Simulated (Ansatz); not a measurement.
**NaAu₂: computed property card**

NaAu2:
```cif
data_Au16Na8
_chemical_formula_sum 'Na8 Au16'
_space_group_name_H-M_alt 'Fd-3m :1'
_space_group_IT_number 227
_space_group_name_Hall 'F 4d 2 3 -1d'
_cell_length_a 7.85090
_cell_length_b 7.85090
_cell_length_c 7.85090
_cell_angle_alpha 90.000
_cell_angle_beta 90.000
_cell_angle_gamma 90.000
loop_
_atom_site_label
_atom_site_type_symbol
_atom_site_symmetry_multiplicity
_atom_site_Wyckoff_symbol
_atom_site_fract_x
_atom_site_fract_y
_atom_site_fract_z
_atom_site_occupancy
Na1 Na 8 a 0.00000 0.00000 0.00000 1
Au1 Au 16 d 0.62500 0.62500 0.62500 1
```
(The calculation used a cell of 6 atoms; values per cell refer to that cell.)

Space group Fd-3m (No. 227), cubic Laves (MgCu2 type); conventional cell a = 7.8509 Å, b = 7.8509 Å, c = 7.8509 Å, α = 90.00°, β = 90.00°, γ = 90.00°.

Method: DFT-r²SCAN in the program Ansatz with PAW potentials. Geometry: relaxed at this level of theory. Other levels are named where they apply.

### Cell and energy

```json
{
  "volume_per_atom": "20.16 Å³",
  "density": "11.45 g/cm³",
  "Formation energy from the elements (no fitted shifts)": "-0.39 eV/atom"
}
```

### Electronic structure

```json
{
 "electronic_character": "metallic (no gap)",
 "Density of states at the Fermi level": "0.25 states/eV per atom (mean over ±0.08 eV)",
 "Gap with spin–orbit coupling": "none (metallic)"
}
```

### Mechanics

```json
{
  "Bulk modulus (Birch–Murnaghan fit)": "83.0 GPa",
  "Pressure derivative B′": "5.6"
}
```

### Charges

```json
{
 "bader_charges": "Na +0.82, Au -0.41 e"
}
```

The workflow started from an entry of the Crystallography Open Database (COD). Its standing as an ambient phase is unchecked. The r²SCAN relaxation kept the symmetry of its start; its stability against distortions is not shown here. The references are the lowest solids computed at this level, not always the standard phases. Spin–orbit coupling is left out wherever it is not named.

Potentials: the later of the program's two PAW sets.
